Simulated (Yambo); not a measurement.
Absorption of RbBH$_{4}$ (space group F-43m, No. 216) with and without the electron-hole interaction (Yambo, PBEsol bands; 8×8×8 mesh, 4 valence and 7 conduction bands, static screening with 37 bands and a 3 Ry block, scissor 3.12 eV, Tamm-Dancoff; field along x).

| E (eV) | Im ε, BSE | Im ε, independent quasiparticles |
|---|---|---|
| 6.80 | 0.28 | 0.03 |
| 6.90 | 0.34 | 0.03 |
| 7.00 | 0.42 | 0.04 |
| 7.10 | 0.52 | 0.04 |
| 7.20 | 0.67 | 0.04 |
| 7.30 | 0.90 | 0.04 |
| 7.40 | 1.27 | 0.05 |
| 7.50 | 1.93 | 0.05 |
| 7.60 | 3.21 | 0.05 |
| 7.70 | 5.94 | 0.06 |
| 7.80 | 10.9 | 0.06 |
| 7.90 | 11.9 | 0.07 |
| 8.00 | 7.03 | 0.07 |
| 8.10 | 4.04 | 0.08 |
| 8.20 | 2.86 | 0.09 |
| 8.30 | 2.12 | 0.10 |
| 8.40 | 1.53 | 0.11 |
| 8.50 | 1.31 | 0.12 |
| 8.60 | 1.40 | 0.14 |
| 8.70 | 1.66 | 0.16 |
| 8.80 | 1.77 | 0.20 |
| 8.90 | 1.67 | 0.25 |
| 9.00 | 1.57 | 0.33 |
| 9.10 | 1.67 | 0.48 |
| 9.20 | 1.50 | 0.68 |
| 9.30 | 1.19 | 0.91 |
| 9.40 | 1.09 | 1.20 |
| 9.50 | 1.16 | 1.49 |
| 9.60 | 1.34 | 1.82 |
| 9.70 | 1.55 | 1.75 |
| 9.80 | 1.69 | 1.65 |
| 9.90 | 1.83 | 1.98 |
| 10.00 | 1.95 | 2.45 |
| 10.10 | 2.06 | 2.64 |
| 10.20 | 2.05 | 2.96 |
| 10.30 | 2.12 | 3.06 |
| 10.40 | 2.22 | 2.73 |
| 10.50 | 2.35 | 2.65 |
| 10.60 | 2.56 | 2.90 |
| 10.70 | 2.49 | 2.95 |
| 10.80 | 2.47 | 2.80 |
| 10.90 | 2.49 | 2.82 |
| 11.00 | 2.70 | 2.87 |
| 11.10 | 2.55 | 2.84 |
| 11.20 | 2.00 | 2.99 |
| 11.30 | 1.73 | 3.14 |
| 11.40 | 1.63 | 3.11 |
| 11.50 | 1.57 | 2.91 |
| 11.60 | 1.43 | 2.40 |
| 11.70 | 1.36 | 1.80 |
| 11.80 | 1.19 | 1.54 |
| 11.90 | 1.14 | 1.55 |
| 12.00 | 1.09 | 1.64 |
| 12.10 | 1.01 | 1.78 |
| 12.20 | 0.97 | 2.10 |
| 12.30 | 0.88 | 2.44 |
| 12.40 | 0.81 | 2.66 |
| 12.50 | 0.71 | 2.80 |
| 12.60 | 0.72 | 3.11 |
| 12.70 | 0.66 | 3.48 |
| 12.80 | 0.66 | 3.41 |
| 12.90 | 0.69 | 3.00 |
| 13.00 | 0.73 | 2.65 |
| 13.10 | 0.63 | 2.55 |
| 13.20 | 0.52 | 2.58 |
| 13.30 | 0.52 | 2.56 |
| 13.40 | 0.48 | 2.66 |
| 13.50 | 0.47 | 2.77 |
| 13.60 | 0.43 | 2.54 |
| 13.70 | 0.45 | 2.12 |

The scissor comes from a G0W0 run whose convergence isn't established. Broadening 0.15 eV. The band window holds all transitions up to 14.6 eV. Fine structure above the onset can come from the mesh.

Geometry of the Materials Project entry, not relaxed at this level; primitive cell a = b = c = 4.8836 Å, α = β = γ = 60.00°.

The structure is a Materials Project entry; no match was found in the copy of COD used, and its stability was not checked.
